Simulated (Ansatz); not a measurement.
## Y: from a starting cell to a relaxed one

The start is a relaxed Y cell displaced along its unstable phonon at q = (½, 0, 0) of its primitive reciprocal cell (72i cm⁻¹), largest move 0.15 Å. A full variable-cell relaxation at zero pressure is run with PBEsol (plane waves to 420 eV, PAW, scalar-relativistic; Ansatz, a program for electronic structure). The first steps use a coarse 6×12×12 k-mesh.

Input geometry:
```
CELL_PARAMETERS angstrom
     -3.97365     3.97365     3.97365
      1.98683    -1.98683     1.98683
      1.98683     1.98683    -1.98683
ATOMIC_POSITIONS crystal
  Y  0.00000 0.97331 0.02669
  Y  0.50000 0.02669 0.97331
```

### Question
What is the largest force in the starting geometry, and on which atom (counted from 1)?

### Answer
0.21 eV/Å, on Y1, Y2 (atoms numbered as listed).

### Question
By how much does the energy per atom fall from start to end?

### Answer
0.11 eV/atom.

### Question
Is the parent structure recovered?

### Answer
It does not go back: it reaches P6₃/mmc (No. 194), hcp (Mg type), 0.13 eV/atom below the parent.

### Question
How do the shortest distances between atoms change?

### Answer
The closest pairs of elements (up to four, under 3.6 Å), start → end: Y–Y 3.44 → 3.48 Å.

### Question
What band gap does the relaxed structure have at this level?

### Answer
No gap (metallic).

### Question
What does it relax into? Give the structure.

### Answer

Space group P6₃/mmc (No. 194); a = 3.599 Å, b = 3.599 Å, c = 5.588 Å, α = 90.00°, β = 90.00°, γ = 120.00°

| atom | site | symmetry | x | y | z |
|---|---|---|---|---|---|
| Y | 2d | -6m2 | 0.6667 | 0.3333 | 0.2500 |

Final values are on a 15×15×9 k-mesh of the relaxed cell. No spin polarisation in the result.

The run could not lose the symmetry of its start.

Of the parent cell (Im-3m (No. 229)): This is a known allotrope of Y, reached from a generated start. Known forms of Y include space group No. 194.
